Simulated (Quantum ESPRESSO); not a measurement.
## Band energies of CuZn

```
CuZn
1.0
    2.92055     0.00000     0.00000
    0.00000     2.92055     0.00000
    0.00000     0.00000     2.92055
Cu Zn
1 1
Cartesian
  0.00000   0.00000   0.00000
  1.46027   1.46027   1.46027
```

PBEsol (pw.x of Quantum ESPRESSO, ONCV potentials, no spin-orbit coupling); path ΓXMΓRX,MR; energies in eV from the Fermi level.

| k (1/Å) | point | band 16 | band 17 | band 18 | band 19 | band 20 | band 21 | band 22 | band 23 |
|---|---|---|---|---|---|---|---|---|---|
| 0.00 | Γ | -3.58 | -2.70 | -2.70 | -2.70 | 6.22 | 6.22 | 6.22 | 11.41 |
| 0.43 |  | -3.55 | -2.93 | -2.93 | -2.73 | 2.16 | 7.32 | 7.32 | 11.79 |
| 0.86 |  | -3.72 | -3.25 | -3.25 | -2.78 | -1.58 | 10.20 | 10.20 | 12.97 |
| 1.08 | X | -3.73 | -3.30 | -3.30 | -2.79 | -1.96 | 11.88 | 11.88 | 12.43 |
| 1.29 |  | -3.68 | -3.25 | -3.23 | -2.80 | -1.95 | 9.61 | 10.23 | 12.02 |
| 1.72 |  | -3.32 | -3.00 | -2.83 | -2.71 | -1.91 | 4.47 | 4.93 | 13.07 |
| 2.15 | M | -2.86 | -2.86 | -2.45 | -2.04 | -2.04 | 1.90 | 2.15 | 14.14 |
| 2.25 |  | -2.86 | -2.85 | -2.58 | -2.25 | -1.85 | 1.99 | 2.43 | 14.03 |
| 2.66 |  | -3.22 | -3.21 | -3.01 | -2.82 | -0.04 | 2.38 | 7.24 | 11.29 |
| 3.06 |  | -3.49 | -3.16 | -3.01 | -2.76 | 2.57 | 3.53 | 8.29 | 12.42 |
| 3.47 |  | -3.58 | -2.76 | -2.76 | -2.71 | 5.49 | 5.62 | 6.47 | 11.67 |
| 3.67 | Γ | -3.58 | -2.70 | -2.70 | -2.70 | 6.22 | 6.22 | 6.22 | 11.41 |
| 3.88 |  | -3.58 | -2.78 | -2.73 | -2.73 | 5.77 | 5.77 | 5.91 | 12.12 |
| 4.40 |  | -3.49 | -3.11 | -3.00 | -3.00 | 3.61 | 3.61 | 4.52 | 14.52 |
| 4.81 |  | -3.70 | -2.91 | -2.91 | -2.38 | 2.77 | 2.77 | 4.00 | 9.93 |
| 5.23 |  | -4.22 | -2.53 | -2.53 | 0.74 | 3.23 | 3.23 | 3.96 | 6.40 |
| 5.54 | R | -4.38 | -2.42 | -2.42 | 3.98 | 4.33 | 4.33 | 4.33 | 4.61 |
| 5.64 |  | -4.36 | -2.44 | -2.43 | 3.32 | 3.46 | 4.15 | 4.39 | 4.64 |
| 6.04 |  | -3.98 | -2.80 | -2.60 | -0.10 | -0.05 | 5.17 | 5.45 | 5.57 |
| 6.55 |  | -3.47 | -3.43 | -2.84 | -2.50 | -1.83 | 8.11 | 8.19 | 8.75 |
| 6.96 |  | -3.72 | -3.31 | -3.27 | -2.79 | -1.96 | 11.38 | 11.50 | 12.03 |
| 7.06 | X | -3.73 | -3.30 | -3.30 | -2.79 | -1.96 | 11.88 | 11.88 | 12.43 |
| 7.06 | M | -2.86 | -2.86 | -2.45 | -2.04 | -2.04 | 1.90 | 2.15 | 14.14 |
| 7.25 |  | -3.22 | -3.22 | -2.44 | -1.50 | -1.50 | 1.95 | 2.20 | 12.95 |
| 7.64 |  | -4.03 | -2.86 | -2.43 | 0.67 | 0.67 | 2.38 | 2.76 | 8.53 |
| 8.13 | R | -4.38 | -2.42 | -2.42 | 3.98 | 4.33 | 4.33 | 4.33 | 4.61 |

A metal at this level: along this path bands 19, 20 cross the Fermi level.

Geometry of the Materials Project entry, not relaxed at this level.
